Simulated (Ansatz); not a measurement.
**Run record: relaxation of Y (P6_3/mmc)**

Level of theory: PBEsol, PAW on Ansatz 0.2.0's default frozen-core files (fitted under PBE), scalar-relativistic.

Launched as:

```sh
ansatz run input.yaml --threads 1 --pin off --max-ram 2048MiB --backend cpu --events-out ev --progress --plain --runs-dir out
```

Input:

```yaml
crystal:
  lattice:
    - [3.64740000002, 0.0, 0.0]
    - [-1.82370000001, 3.15874105778, 0.0]
    - [0.0, 0.0, 5.7306]
  atoms:
    - { symbol: "Y", position: [0.333333333333, 0.666666666667, 0.25] }
    - { symbol: "Y", position: [0.666666666667, 0.333333333333, 0.75] }
kpoints:
  mp_grid: { grid: [16, 16, 8] }
scf:
  occupations: { method: fermi_dirac, width: 0.1 }
hamiltonian:
  xc: pbesol
  pseudopotentials: { kind: paw }
relax:
  f_tol: 0.002
  max_steps: 80
  cell: {}
output:
  forces: true
  stress: true
```

Output (shortened where marked):

```
Warning: RAYON_NUM_THREADS=1 ignored (pool sized by the plan → 1); use --threads N
Engine: ansatz 0.2.0, x86_64-unknown-linux-gnu
Pseudopotentials: kind: paw
Pseudopotential: Y, paw, valence charge 11, recommended cutoff 420 eV (normal), Y.paw.azcp
Functional definition: PBEsol
  exchange = pbesol_x
  correlation = pbesol_c
Crystal: 2 atoms, lattice volume = 66.023 Å³
Basis set: ecut = 420 eV, 1267 PW (Γ), exchange–correlation on 50×50×80 points (8 copies of the dense FFT grid, shifted against one another)
Bands: 15, of which v1, the nominal top of the filled ones, is band 11 counted from 1 (10 counted from 0)
Symmetry: 24 space group operations
Space group: P63/mmc (ITA 194), of the structure as read, at distance tolerance 4.0e-5 Å
k-points: 150 of 2048
Non-local potential: Y, projectors of the file, l = 0: 3, l = 1: 2, l = 2: 2, l = 3: 1
PAW form: soft (Blöchl's): semilocal exchange-correlation on the pseudo side does not see the compensation charge
PAW frozen core: Y, regenerated for the run's functional, and the local potential with it (the file was generated under x = pbe(κ = 0.804, μ = 0.2195149727645171), c = pbe(β = 0.06672455060314922))
PAW one-centre angular grid: Y, 590 points (default); XC on 64 Gauss nodes
Initial density: superposition of atomic densities (neutral atoms: chi_scale 0, normalization atom), corrected by the library's trained network
Initial wavefunctions: pseudopotential atomic-orbital guess
Functional: x = pbesol(κ = 0.804, μ = 0.12345679012345678), c = pbesol(β = 0.046)
SCF iter   1: F=—  HF=-7590.184032 eV  |F-HF|=—  |Δ(HF+E_count)|=         —  Δρ=2.15e-3  dr2=2.03e-3  ethr=1.77e-3  ⟨swp⟩=4.3  Hψ=9808  notcnv=0
preconditioner: auto → Kerker (q_TF=auto, 2.272 Å⁻¹)  [metal: Δε(μ)=0.003 eV  Ē_g=2.527 eV  σ=0.100 eV  W_gap=0.01  n_scr=22 (ndim 8)  ℏωp=11.2 eV  f_vac=0.000  D(μ)=3.82/eV (n_scr^D=34)]
SCF iter   2: F=—  HF=-7590.183834 eV  |F-HF|=—  |Δ(HF+E_count)|=   1.98e-4  Δρ=1.17e-3  dr2=5.89e-4  ethr=9.22e-6  ⟨swp⟩=2.1  Hψ=4869  notcnv=0
SCF iter   3: F=—  HF=-7590.183844 eV  |F-HF|=—  |Δ(HF+E_count)|=   1.04e-5  Δρ=2.11e-4  dr2=4.10e-5  ethr=2.68e-6  ⟨swp⟩=1.9  Hψ=2570  notcnv=0
SCF iter   4: F=—  HF=-7590.183828 eV  |F-HF|=—  |Δ(HF+E_count)|=   1.56e-5  Δρ=6.96e-5  dr2=3.16e-6  ethr=1.86e-7  ⟨swp⟩=2.7  Hψ=3557  notcnv=0
iter 5 did not close the SCF: its close was put off for the readings that it lacked (scf_convergence_deferred on its scf_iter line)
SCF iter   5: F=-7590.183827 eV  HF=-7590.183827 eV  |F-HF|=1.82e-8  |Δ(HF+E_count)|=   9.05e-7  Δρ=1.09e-5  dr2=5.80e-8  ethr=1.44e-8  ⟨swp⟩=2.0  Hψ=3894  notcnv=0
SCF iter   6: F=-7590.183827 eV  HF=-7590.183827 eV  |F-HF|=8.76e-10  |Δ(HF+E_count)|=   5.20e-9  Δρ=2.37e-6  dr2=2.60e-9  ethr=2.64e-10  ⟨swp⟩=2.0  Hψ=8283  notcnv=0
SCF 1 converged in 6 iterations: F = -7590.183827 eV  dr2 = 2.60e-9
  greatest PAW one-centre occupation: 0.993 electrons in one spin orbital (limit 2), on the Y atom at site 1 (counted from 0), in its partial waves of l = 0
[... 1 lines left out ...]
Crystal: 2 atoms, lattice volume = 62.731 Å³
Basis set: ecut = 420 eV, 1207 PW (Γ), exchange–correlation on 50×50×80 points (8 copies of the dense FFT grid, shifted against one another)
Initial density: handed on by an earlier stage of this run
Initial wavefunctions: those handed on with the density
iter 1 solved again at ethr=7.90e-7 eV; its pass at ethr=3.10e-3 eV (dr2=1.74e-4 eV) is discarded
SCF iter   1: F=—  HF=-7590.205226 eV  |F-HF|=—  |Δ(HF+E_count)|=         —  Δρ=6.85e-4  dr2=1.47e-4  ethr=7.90e-7  ⟨swp⟩=2.0  Hψ=16708  notcnv=0
preconditioner: auto → Kerker (q_TF=auto, 2.291 Å⁻¹)  [metal: Δε(μ)=0.030 eV  Ē_g=2.596 eV  σ=0.100 eV  W_gap=0.07  n_scr=10 (ndim 8)  ℏωp=11.5 eV  f_vac=0.000  D(μ)=3.65/eV (n_scr^D=34)]
SCF iter   2: F=—  HF=-7590.205239 eV  |F-HF|=—  |Δ(HF+E_count)|=   1.35e-5  Δρ=3.74e-4  dr2=4.55e-5  ethr=6.70e-7  ⟨swp⟩=1.0  Hψ=2250  notcnv=0
SCF iter   3: F=—  HF=-7590.205254 eV  |F-HF|=—  |Δ(HF+E_count)|=   1.47e-5  Δρ=4.71e-5  dr2=1.15e-6  ethr=2.07e-7  ⟨swp⟩=3.0  Hψ=3874  notcnv=0
SCF iter   4: F=-7590.205254 eV  HF=-7590.205254 eV  |F-HF|=7.98e-9  |Δ(HF+E_count)|=   2.84e-7  Δρ=7.20e-6  dr2=3.59e-8  ethr=9.09e-10  ⟨swp⟩=4.0  Hψ=7621  notcnv=0
SCF 2 converged in 4 iterations: F = -7590.205254 eV  dr2 = 3.59e-8
relax step   2: F+E_penalty+E_count = -7590.20525431 eV  Δ(F+E_penalty+E_count) = -2.143e-2 eV  max|allowed force component| = 6.939e-17 eV/Å  Δτ_max = 0.0000 Å  P = +0.013 GPa  Ω = 62.731 Å³  energy of the carried Pulay ...
Initial wavefunctions: pseudopotential atomic-orbital guess (no wavefunctions were taken with the density)
iter 1 solved again at ethr=1.38e-7 eV; its pass at ethr=3.10e-3 eV (dr2=3.04e-5 eV) is discarded
SCF iter   1: F=—  HF=-7590.205184 eV  |F-HF|=—  |Δ(HF+E_count)|=         —  Δρ=1.41e-5  dr2=4.70e-8  ethr=1.38e-7  ⟨swp⟩=3.0  Hψ=16908  notcnv=0
preconditioner: auto → Kerker (q_TF=auto, 2.291 Å⁻¹)  [metal: Δε(μ)=0.029 eV  Ē_g=2.595 eV  σ=0.100 eV  W_gap=0.07  n_scr=10 (ndim 8)  ℏωp=11.5 eV  f_vac=0.000  D(μ)=3.65/eV (n_scr^D=34)]
SCF iter   2: F=—  HF=-7590.205183 eV  |F-HF|=—  |Δ(HF+E_count)|=   9.52e-7  Δρ=7.56e-6  dr2=1.72e-8  ethr=2.14e-10  ⟨swp⟩=2.2  Hψ=3754  notcnv=0
SCF iter   3: F=—  HF=-7590.205183 eV  |F-HF|=—  |Δ(HF+E_count)|=   1.81e-9  Δρ=1.17e-6  dr2=6.48e-10  ethr=7.82e-11  ⟨swp⟩=2.3  Hψ=3890  notcnv=0
SCF iter   4: F=-7590.205183 eV  HF=-7590.205183 eV  |F-HF|=9.09e-12  |Δ(HF+E_count)|=  4.00e-11  Δρ=2.21e-7  dr2=1.55e-11  ethr=1.00e-12  ⟨swp⟩=3.8  Hψ=10429  notcnv=0
SCF 3 converged in 4 iterations: F = -7590.205183 eV  dr2 = 1.55e-11
relax step   3: F+E_penalty+E_count = -7590.20518298 eV  Δ(F+E_penalty+E_count) = +7.134e-5 eV  max|allowed force component| = 6.476e-17 eV/Å  Δτ_max = 0.0000 Å  P = +0.014 GPa  Ω = 62.731 Å³  stress off target by 4.30e-2 GPa  ...
basis re-selected at this cell: Δ(F+E_penalty+E_count) = +7.134e-5 eV, ΔP = +0.001 GPa vs the last step (what re-selecting the basis moved, of the pressure what is left beyond the Pulay correction that the steps carried, after ...
SCF converged after 4 iterations
Free energy (F): -7590.205183 eV
Harris-Foulkes:  -7590.205183 eV  (|F-HF|=9.09e-12)
Internal energy: -7590.087788 eV  (E = F + TS)
E sigma→0 (E₀):  -7590.146485 eV
Entropy (-TS):   -0.117395 eV (-58.698 meV/atom)
Fermi energy:    9.742278 eV
--- Per-component energies (eV) ---
  E_band       = -231.734317
  E_kinetic    = 610.185858
  E_local      = -1197.737678  (includes V_loc(G=0)·N_el)
  E_nonlocal   = 103.740211
  E_hartree    = 378.671540
  E_xc         = -343.031136
  E_vxc        = -395.814222  (∫ρ·V_xc dr)
  E_paw        = -5546.984974  (= ΣΔE_a)
  E_vpaw       = -109.451495  (= ΣTr[D̂ρ^β])
  E_aug_tail   = 0.000005  (compensation charges beyond the density's cutoff)
  E_ewald      = -1595.229159
  E_core_change = 0.297546  (= ΣΔE_core)
  E_smearing   = -0.117395  (= −TS)
  E_closure    = -0.000000  (closes the sum)
  Σ components = -7590.205183   (vs F -7590.205183, Δ=0.00e0)
--- Forces (eV/Å), atoms counted from 1 ---
  atom   1  Y      0.00000000    -0.00000000     0.00000000
  atom   2  Y     -0.00000000     0.00000000    -0.00000000
  max |Σ_I F_I| component: 9.25e-18 eV/Å
--- Stress (GPa, compression-positive) ---
        0.042439       0.000000      -0.000000
        0.000000       0.042439      -0.000000
       -0.000000      -0.000000      -0.043036
  P = ⅓ Tr σ = 0.0139 GPa (0.139 kbar)
--- Relaxed structure (2 steps of the walk, 2 accepted, 1 SCFs on fresh bases) ---
  F+E_penalty+E_count = -7590.20518298 eV   max|allowed force component| = 6.476e-17 eV/Å   (the final SCF, on the basis selected at the relaxed cell)
  cell:  # Å, volume = 62.7307 Å³
    - [3.5919920870837023, 0.0, 0.0]
    - [-1.7959960435418512, 3.1107563976071715, 0.0]
    - [0.0, 0.0, 5.61408351955067]
  atoms:
    - { symbol: Y, position: [0.3333333333333334, 0.6666666666666669, 0.25000000000000006] }
    - { symbol: Y, position: [0.6666666666666669, 0.3333333333333334, 0.7500000000000002] }
```

The run converged.

### Relaxation

Relaxation of a crystal by Kohn-Sham DFT from the given cell to forces under 2 meV/angstrom; pressure positive in compression.

```json
{
 "Energy change": "-10.68 meV/atom",
 "Volume change": "-4.987 %",
 "Length change (a, b, c)": "-1.519, -1.519, -2.033 %",
 "Start pressure": "-1.99 GPa"
}
```

Keep in mind: frozen-core PAW files fitted under PBE, their cores solved anew for the functional of the run.

Time and hardware: 8.9 s on 1 thread of Intel(R) Xeon(R) 6975P-C (Granite Rapids), with other jobs on the host, peak memory 0.48 GiB.
